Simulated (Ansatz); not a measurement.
## What a trial cell of Ta2F relaxes into

The calculation used Ansatz 0.2.0, DFT PBE, scalar-relativistic, plane waves, PAW. Cutoff 420 eV, Gaussian smearing, Γ-centred meshes. Cell and atoms relax first on a coarse mesh, the cell is then made exact in the group found at 0.06 to 0.08 Å, and last on a converged mesh; the steps can't lower the symmetry of their start. No spin polarisation.

The guess for Ta2F was proposed by analogy with related compounds (P4/nmm, No. 129). Its size is a guess.

```cif
data_structure
_symmetry_space_group_name_H-M 'P 1'
_symmetry_Int_Tables_number 1
_cell_length_a 3.0500
_cell_length_b 3.0500
_cell_length_c 9.2500
_cell_angle_alpha 90.000
_cell_angle_beta 90.000
_cell_angle_gamma 90.000
_cell_volume 86.05
loop_
_atom_site_label
_atom_site_type_symbol
_atom_site_fract_x
_atom_site_fract_y
_atom_site_fract_z
_atom_site_occupancy
Ta1 Ta 0.50000 0.00000 0.73200 1
Ta2 Ta 0.00000 0.50000 0.91100 1
Ta3 Ta 0.00000 0.50000 0.26800 1
Ta4 Ta 0.50000 0.00000 0.08900 1
F1 F 0.00000 0.50000 0.62000 1
F2 F 0.50000 0.00000 0.38000 1
```

Energies over the elements count from the elements' standard structures at the same level (F₂ as a molecule), with no fitted energy shifts.

Task: Which structure results?

Result: The symmetry stays P4/nmm (No. 129). The volume per atom grows by 39.4 %, from 14.3 to 20.0 Å³. The shortest distance goes from 2.39 Å (Ta–F) to 1.87 Å (Ta–F). The ratio c/a of the conventional cell changes by a factor of 1.16. The end is written in a standard setting, so origin, axes and order of atoms can differ from the start's. Conventional cell: a = 3.242 Å, c = 11.411 Å. Ta on its first site is surrounded by 1 F at 1.87 Å, 4 Ta at 2.86 Å and 5 Ta at 3.24–3.39 Å; Ta on its second site has 8 Ta at 2.84–2.86 Å and 5 Ta at 3.24–3.39 Å; around F lies 1 Ta at 1.87 Å.

```xyz
6
Lattice="3.2423 0.0000 0.0000 0.0000 3.2423 0.0000 0.0000 0.0000 11.4106" Properties=species:S:1:pos:R:3 pbc="T T T"
Ta    1.6211    0.0000    8.8574
Ta    0.0000    1.6211   10.5740
Ta    0.0000    1.6211    2.5532
Ta    1.6211    0.0000    0.8366
F     0.0000    1.6211    4.4236
F     1.6211    0.0000    6.9870
```

Task: How does it come out in energy, and is it a metal?

Result: The formation energy is −0.98 eV/atom and the gap on the 10×10×4 mesh of the 6-atom cell is 0 eV (a metal).

The last run used Gaussian smearing of 0.10 eV. No dispersion correction is applied, so the spacing and binding between layers, chains or molecules are poorly described. These runs have no spin–orbit coupling, which can matter for Ta. A later test with randomly moved atoms came back to the same energy, though modes that don't fit the test's cell weren't probed. Another cell of the same search, in P-1, lies 170 meV/atom lower, so this cell isn't the stable form at this level.
